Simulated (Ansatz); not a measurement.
**Does relaxation matter for the field gradients of WS2 with fluorine replacing S?**

Start: a supercell of WS2 (space group P6_3/mmc) built from a COD entry (the entry's cell lengths or inner coordinates differ somewhat from later room-temperature determinations), with all atoms left at the host's positions.

```cif
data_structure
_symmetry_space_group_name_H-M 'P 1'
_symmetry_Int_Tables_number 1
_cell_length_a 6.3600
_cell_length_b 9.5400
_cell_length_c 12.5000
_cell_angle_alpha 90.000
_cell_angle_beta 90.000
_cell_angle_gamma 120.000
_cell_volume 656.82
loop_
_atom_site_label
_atom_site_type_symbol
_atom_site_fract_x
_atom_site_fract_y
_atom_site_fract_z
_atom_site_occupancy
W1 W 0.16667 0.22222 0.25000 1
W2 W 0.16667 0.55556 0.25000 1
W3 W 0.16667 0.88889 0.25000 1
W4 W 0.66667 0.22222 0.25000 1
W5 W 0.66667 0.55556 0.25000 1
W6 W 0.66667 0.88889 0.25000 1
W7 W 0.33333 0.11111 0.75000 1
W8 W 0.33333 0.44444 0.75000 1
W9 W 0.33333 0.77778 0.75000 1
W10 W 0.83333 0.11111 0.75000 1
W11 W 0.83333 0.44444 0.75000 1
W12 W 0.83333 0.77778 0.75000 1
F13 F 0.16667 0.22222 0.62500 1
S14 S 0.16667 0.55556 0.62500 1
S15 S 0.16667 0.88889 0.62500 1
S16 S 0.66667 0.22222 0.62500 1
S17 S 0.66667 0.55556 0.62500 1
S18 S 0.66667 0.88889 0.62500 1
S19 S 0.33333 0.11111 0.12500 1
S20 S 0.33333 0.44444 0.12500 1
S21 S 0.33333 0.77778 0.12500 1
S22 S 0.83333 0.11111 0.12500 1
S23 S 0.83333 0.44444 0.12500 1
S24 S 0.83333 0.77778 0.12500 1
S25 S 0.16667 0.22222 0.87500 1
S26 S 0.16667 0.55556 0.87500 1
S27 S 0.16667 0.88889 0.87500 1
S28 S 0.66667 0.22222 0.87500 1
S29 S 0.66667 0.55556 0.87500 1
S30 S 0.66667 0.88889 0.87500 1
S31 S 0.33333 0.11111 0.37500 1
S32 S 0.33333 0.44444 0.37500 1
S33 S 0.33333 0.77778 0.37500 1
S34 S 0.83333 0.11111 0.37500 1
S35 S 0.83333 0.44444 0.37500 1
S36 S 0.83333 0.77778 0.37500 1
```

Sites (sets of like atoms) are named by element and the number of their first atom in this list.

All values are calculated (Ansatz; DFT, PBE, plane waves and PAW, scalar-relativistic, 420 eV cutoff, Γ-centred 4×3×2 k-points, Fermi–Dirac smearing 0.01 eV, cell charge +1), not measured.

The largest force at the start is 2.0 eV/Å. Relaxing the ions at fixed cell moves them by 0.292 Å at most (atom 13, F) and 0.053 Å rms.

```csv
site,atom,moved (Å),first shell before,first shell after,V_zz before (10²¹ V/m²),η before
W1,1,0.004,6 S at 2.41 Å,6 S at 2.41 Å,-17.47,0.00
W7,7,0.008,"5 S at 2.41 Å, 1 F at 2.41 Å","1 F at 2.24 Å, 5 S at 2.39–2.42 Å",31.8,0.74
W8,8,0.009,"1 F at 2.41 Å, 5 S at 2.41 Å","1 F at 2.24 Å, 5 S at 2.40–2.41 Å",31.3,0.80
W10,10,0.008,"5 S at 2.41 Å, 1 F at 2.41 Å","1 F at 2.24 Å, 5 S at 2.39–2.42 Å",32.0,0.74
W12,12,0.033,6 S at 2.41 Å,6 S at 2.41–2.43 Å,-18.90,0.06
F,13,0.292,3 W at 2.41 Å,3 W at 2.24 Å,1.61,0.01
S14,14,0.042,3 W at 2.41 Å,3 W at 2.41–2.42 Å,-4.32,0.26
S25,25,0.015,3 W at 2.41 Å,3 W at 2.40–2.41 Å,-2.84,0.02
S26,26,0.022,3 W at 2.41 Å,3 W at 2.40–2.43 Å,-5.49,0.46
S28,28,0.044,3 W at 2.41 Å,3 W at 2.40–2.43 Å,-6.10,0.36
```

(1) What are V_zz and η after the relaxation?

Results:

(1) 

| site | atom | V_zz after | η after | change of V_zz |
| --- | --- | --- | --- | --- |
| W1 | 1 | -17.40 | 0.01 | +0.07 |
| W7 | 7 | 28.3 | 0.78 | -3.54 |
| W8 | 8 | 27.6 | 0.88 | -3.68 |
| W10 | 10 | 28.4 | 0.78 | -3.63 |
| W12 | 12 | -17.89 | 0.11 | +1.01 |
| F | 13 | -3.88 | 0.03 | -5.49 |
| S14 | 14 | -4.38 | 0.35 | -0.06 |
| S25 | 25 | -4.87 | 0.03 | -2.03 |
| S26 | 26 | -5.37 | 0.37 | +0.12 |
| S28 | 28 | -5.76 | 0.37 | +0.34 |

The largest change of V_zz is on F, from 1.61 to -3.88. In per cent, |V_zz| changes by -12 to 0 on W, -5 to +71 on S (all sites that start above 2). V_zz changes sign on F (same axis). The table leaves out 26 of the 36 sites, with |V_zz| up to 19.79; their tensors move by 2.06 at most along any direction. The statements above cover all sites. The electronic state changes along with the positions (a gap opens), so the changes aren't those of geometry alone. The host's own positions weren't relaxed first, so part of the change far from the defect can be the host's relaxation.

The defect repeats with the cell of 36 atoms, so it feels its images: sites between two images don't show the values beside a lone defect, and zeros or small values of η there can come from the images' arrangement. S and W carry a gradient in the pure host already, so the values there aren't the defect's effect alone. A uniform background compensates the cell's charge. Without spin–orbit coupling the gradients at and beside W can be off by some per cent, at some sites by more.
Before: The run isn't spin-polarised, and a state with spin may lie lower. The defect cell has no gap above 0.1 eV on its mesh, so the values can hang on the smearing and the k-mesh. The neighbours have not yet relaxed around the defect (largest force 2.0 eV/Å), so a real crystal will differ.
